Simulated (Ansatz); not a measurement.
# CaHClO: computed property card

CaHClO:
```
CaHClO
1.0
    3.86440     0.00000     0.00000
   -1.93220     3.34666     0.00000
    0.00000     0.00000     9.81715
Ca H Cl O
2 2 2 2
Direct
  0.33333   0.66667   0.00075
  0.66667   0.33333   0.50075
  0.00000   0.00000   0.16606
  0.00000   0.00000   0.66606
  0.33333   0.66667   0.31737
  0.66667   0.33333   0.81737
  0.00000   0.00000   0.06762
  0.00000   0.00000   0.56762
```

Space group P6_3mc (No. 186); conventional cell a = 3.8644 Å, b = 3.8644 Å, c = 9.8172 Å, α = 90.00°, β = 90.00°, γ = 120.00°.

Method: r²SCAN (plane waves, PAW; program Ansatz). Structure relaxed to zero pressure with the same functional. Other levels are named where they apply.

Cell and energy:

Volume per atom: 15.87 Å³
Density: 2.42 g/cm³
Formation energy from the elements (no fitted shifts): -2.31 eV/atom

Electronic structure:

- Band gap: 6.12 eV (direct)
- Valence-band maximum: at Γ
- Conduction-band minimum: at Γ
- Electron effective mass: 0.42 mₑ (isotropic)
- Hole effective mass, band 1 of 2 at the edge: 7.9 along x, 3.2 along z (mₑ)
- Hole effective mass, band 2 of 2 at the edge: 0.61 along x, 3.2 along z (mₑ)
- HSE06 gap on the r²SCAN cell: 6.89 eV

Mechanics:

- Bulk modulus (Birch–Murnaghan fit): 41.7 GPa
- Pressure derivative B′: 7.1

Charges:

* **Bader charges**: Ca +1.62, H +0.57, Cl -0.82, O -1.37 e

The first step of the workflow began from a Materials Project structure, measured or hypothetical; the Crystallography Open Database copy checked does not list it. Its standing as an ambient phase is unchecked. The r²SCAN relaxation kept the symmetry of its start; its stability against distortions is not shown here. The references are the lowest solids computed at this level, not always the standard phases (solids in place of the gases).

Potentials: the later of the program's two PAW sets.
